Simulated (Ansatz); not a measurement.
A sound run on CuPt (R-3m), total moment held at 0.4 μB (DFT, LDA, PAW with Ansatz's default frozen-core files, scalar-relativistic (Ansatz)):

```yaml
crystal:
  lattice:
    - [1.3622969706, 0.7865225227, 4.24445499]
    - [-1.3622969706, 0.7865225227, 4.24445499]
    - [0.0, -1.5730450454, 4.24445499]
  atoms:
    - { symbol: Cu, position: [0.0, 0.0, 0.0], spin: 0.2 }
    - { symbol: Pt, position: [0.5, 0.5, 0.5], spin: 0.2 }
magnetization:
  spin_polarized: true
  initial_magnetization: 0.4
  spin_locking: { lock_magnetization: hard }
kpoints:
  mp_grid: { grid: [14, 14, 14] }
scf:
  occupations: { method: fermi_dirac, width: 0.1 }
  lower_state_search: "off"
hamiltonian:
  xc: lda
  pseudopotentials: { kind: paw }
output:
  forces: true
  stress: true
  eigenvalues: true
```

It converged in 11 iterations. Site moments (μB): Cu1 0.10, Pt2 0.27. Cell moment 0.40 μB. Pressure -8.91 GPa.

The input is then changed, output keys apart:

```diff
-  occupations: { method: fermi_dirac, width: 0.1 }
+  occupations: { method: fermi_dirac, width: 0.3 }
+basis:
+  ecutrho_ratio: 6
```

Problem. How does the run end?

Solution. Self-consistency was reached. Free energy -18801.0728 eV against -18800.9052 eV (not comparable, since the functional, the files or the filling changed), cell moment 0.40 μB, pressure -7.92 GPa. These settings were drawn wide on purpose, so the numbers show their effect and aren't offered as converged values.
```
Warning: output.stress: scf.convergence.dr2_threshold = 1e-7 eV (the SCF's general default) is looser than the 2e-10 eV advised for a printed stress (1e-10 eV for each atom of the cell: 2). What an SCF threshold leaves in a stress goes as its square root, and in the free energy as the threshold itself, and one threshold admits the most on a small cell: of the crystals measured, under no hybrid fun …
basis.fft_grid_basis auto: the FFT boxes are laid along the combinations [[1, -1, 0], [0, 1, 0], [0, -1, 1]] of the cell's own vectors, 2.725, 4.527 and 2.725 Å long. The dense box has 24×40×24 points. Along the cell's own vectors, as sized, it would have 40×40×40, 2.78 times as many. Of the 12 symmetry operations that the crystal satisfies within crystal.symmetry.tolerance (time reversal apart; o …
band count auto-derived: 24 (N_el = 37.0; filled up to band 19; 23 by the electrons, moments and atoms)
Engine: ansatz 0.2.0
Pseudopotentials: kind: paw
Pseudopotential: Cu, paw, valence charge 19, recommended cutoff 420 eV (normal), Cu.paw.azcp
Pseudopotential: Pt, paw, valence charge 18, recommended cutoff 420 eV (normal), Pt.paw.azcp
Functional definition: SPW92
  exchange = slater_x
  correlation = pw_c
Crystal: 2 atoms, lattice volume = 27.287 Å³
Basis set: ecut = 420 eV, 537 PW (Γ), FFT grids on a1−a2, a2, −a2+a3
Bands: 24, of which v1, the nominal top of the filled ones, is band 19 counted from 1 (18 counted from 0)
Symmetry: 12 space group operations
Space group: R-3m (ITA 166), of the structure as read, at distance tolerance 3.0e-5 Å
Magnetic group: BNS 166.97 (UNI 1327), of the structure as read, at distance tolerance 3.0e-5 Å
[...]
  Σ components = -18801.072767   (vs F -18801.072767, Δ=0.00e0)
--- Forces (eV/Å), atoms counted from 1 ---
  atom   1  Cu    -0.00000000     0.00000000    -0.00000000
  atom   2  Pt     0.00000000     0.00000000     0.00000000
  max |Σ_I F_I| component: 6.66e-29 eV/Å
--- Stress (GPa, compression-positive) ---
       -7.762744      -0.000000       0.000000
       -0.000000      -7.762744       0.000000
        0.000000      -0.000000      -8.236824
  P = ⅓ Tr σ = -7.9208 GPa (-79.208 kbar)
--- Band table (eV; the first three rows and the last of 576) ---
  k-point 0 ↑: bands = ["-91.9214", "-78.9747", "-49.7855", "-49.6976", "-49.6976", "-33.0019", "-32.9436", "-32.9436", "9.8189", "13.2736", "15.8042", "15.8042", "16.6052", "16.6052", "16.8017", "17.6617", "17.6617", "19.1109", "19.1109", "19.4312", "25.3337", "34.9469", "37.8859", "37.8859"]
  k-point 1 ↑: bands = ["-91.9212", "-78.9733", "-49.7853", "-49.6996", "-49.6981", "-32.9992", "-32.9657", "-32.9490", "10.0046", "13.4038", "15.7086", "15.9280", "16.5275", "16.6422", "16.8328", "17.5997", "17.6841", "18.1770", "19.0569", "20.5125", "25.3823", "35.1807", "36.7691", "37.6404"]
  k-point 2 ↑: bands = ["-91.9207", "-78.9693", "-49.7846", "-49.7050", "-49.6995", "-33.0275", "-32.9914", "-32.9641", "10.5396", "13.7620", "15.4743", "16.2591", "16.2613", "16.7589", "16.9158", "17.2681", "17.5582", "17.7676", "18.9055", "21.7505", "25.5917", "34.0519", "36.1650", "37.0324"]
  k-point 287 ↓: bands = ["-91.7961", "-78.8404", "-49.6465", "-49.5843", "-49.5843", "-32.8659", "-32.7765", "-32.7765", "11.2493", "13.1441", "15.8208", "16.2514", "16.2514", "16.7299", "17.0728", "17.0728", "17.5730", "17.5730", "18.5940", "18.5940", "32.0925", "35.2880", "35.4670", "40.3089"]
```
